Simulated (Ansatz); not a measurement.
Polymorphs of TaAg, each relaxed with PBE (plane waves, PAW; program Ansatz):

A: L1₀ or tetragonal B2 (P4/mmm)
a = 2.828 Å, b = 2.828 Å, c = 4.405 Å, α = 90.00°, β = 90.00°, γ = 90.00°

```csv
atom,site,symmetry,x,y,z
Ag,1a,4/mmm,0.0000,0.0000,0.0000
Ta,1d,4/mmm,0.5000,0.5000,0.5000
```

B: Cmcm
a = 2.705 Å, b = 11.536 Å, c = 4.567 Å, α = 90.00°, β = 90.00°, γ = 90.00°

```
atom  site  symmetry       x       y       z
----  ----  --------  ------  ------  ------
Ta      4c       m2m  0.0000  0.3182  0.2500
Ag      4c       m2m  0.0000  0.0640  0.2500
```

Question: Put the candidates in order of energy per atom at 0 K, lowest first, for PBE.

Answer: B (+0 meV/atom), A (+53 meV/atom)

Typed or built starts, not in the databases checked: A; B. All cells were relaxed under the symmetry of their starts (and spin orders); stability against distortions was not tested throughout. Rows with no word on spin ran without spin polarisation. Spin–orbit coupling is left out wherever it is not named.

Energies hold the estimated change up to a 700 eV cutoff; steps of a few meV lie near the error of the meshes.

Potentials: the later of the program's two PAW sets.
